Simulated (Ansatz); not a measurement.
**WC₄: rattling a relaxed structure**

It was reached by relaxing an invented guess, and it needn't be the stable form of this composition.

Computed with Ansatz, DFT PBE, scalar-relativistic, plane waves, PAW. Cutoff 420 eV; k points 12×12×4 on the computed 5-atom cell (Γ-centred); Gaussian smearing, width 0.10 eV; no spin polarisation.

The cell below (5 atoms, space group P6/mmm (No. 191)) is relaxed within its symmetry.

```yaml
crystal:
  lattice:
    - [2.51106, 0.00000, 0.00000]
    - [-1.25553, 2.17464, 0.00000]
    - [0.00000, 0.00000, 14.00772]
  atoms:
    - { symbol: W, position: [0.00000, 0.00000, 0.00000] }
    - { symbol: C, position: [0.66667, 0.33333, 0.34248] }
    - { symbol: C, position: [0.33333, 0.66667, 0.34248] }
    - { symbol: C, position: [0.33333, 0.66667, 0.65752] }
    - { symbol: C, position: [0.66667, 0.33333, 0.65752] }
```

For the test a repeat of it with 10 atoms (edges 2.51, 4.35, 14.01 Å) was strained at random (σ = 1.5 % a component), the atoms were moved at random (σ = 0.05 Å), and all was relaxed again on a coarse 8×6×2 mesh (in the run’s order of axes) with 0.20 eV smearing, with no symmetry imposed.

No dispersion correction is applied, so the spacing and binding between layers, chains or molecules are poorly described. These runs have no spin–orbit coupling, which can matter for W.

Task: Is the structure stable against such a distortion?

Result: It doesn't return. The energy falls by 130 meV/atom on that mesh, the volume changes by -1.7 %, and the end has space group P-1 (No. 2) at a loose tolerance. Relaxed again on a 12×8×2 mesh with 0.10 eV smearing, the new structure lies 121 meV/atom below the first (mesh in the axes of the run's cell; the cell below is made exact in the group named). Space group P1 (No. 1), triclinic, a = 2.476 Å, b = 4.236 Å, c = 14.634 Å, α = 91.7°, β = 92.4°, γ = 90.0°. Around W on its first site lie 2 W at 2.48 Å and 4 W at 2.76 Å; W on its second site has 2 W at 2.48 Å and 4 W at 2.76 Å; around C on its first site lie 3 C at 1.41–1.42 Å; C on its second site has 3 C at 1.41–1.42 Å; 6 more sites not described.

```xyz
10
Lattice="2.4764 0.0000 0.0000 0.0000 4.2365 0.0000 -0.6151 -0.4268 14.6147" Properties=species:S:1:pos:R:3 pbc="T T T"
W     0.0522   -0.0115    0.6370
W     0.6744    1.6799   13.9879
C     0.9028    0.3680    9.4814
C    -0.3355    2.4864    9.4820
C    -0.3355    1.0721    9.4820
C     0.9028    3.1905    9.4814
C     2.1709    1.3292    5.1308
C     0.9327    3.4472    5.1301
C     0.9326    0.6251    5.1301
C     2.1709    2.7431    5.1308
```
